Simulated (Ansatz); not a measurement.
**SrMg (Pm-3m), tetragonal deformation path**

The calculation used DFT LDA, scalar-relativistic, plane waves, PAW in Ansatz 0.2.0. Settings: plane waves to 420 eV, k-mesh 14×14×14 (Γ-centred), Gaussian smearing 0.15 eV. No spin polarisation. Energies are free energies at this smearing, counted from the undisturbed cell; pressure is positive in compression.

The undisturbed cell (as given, not relaxed at this level; it stands at 3.5 GPa, and it needn't be the usual structure):

```
Sr Mg
1.0
     3.90000    0.00000    0.00000
     0.00000    3.90000    0.00000
     0.00000    0.00000    3.90000
Sr Mg
1 1
Direct
  0.50000 0.50000 0.50000
  0.00000 0.00000 0.00000
```

At fixed volume and fractional coordinates, lengths along (0.000, 0.000, 1.000) are scaled against those across it; ρ is that ratio over its starting value. The cell is metallic on the mesh throughout.

Problem. Over the sampled range (0.707 to 1.414), is the undisturbed cell the lowest point?

Solution. Yes, every other sampled point lies higher.

The scan:

```csv
ρ,ΔE (meV/atom)
0.707,191.0
0.780,83.9
0.850,31.8
0.920,7.9
1.000,0.0
1.200,23.2
1.300,42.2
1.414,68.7
```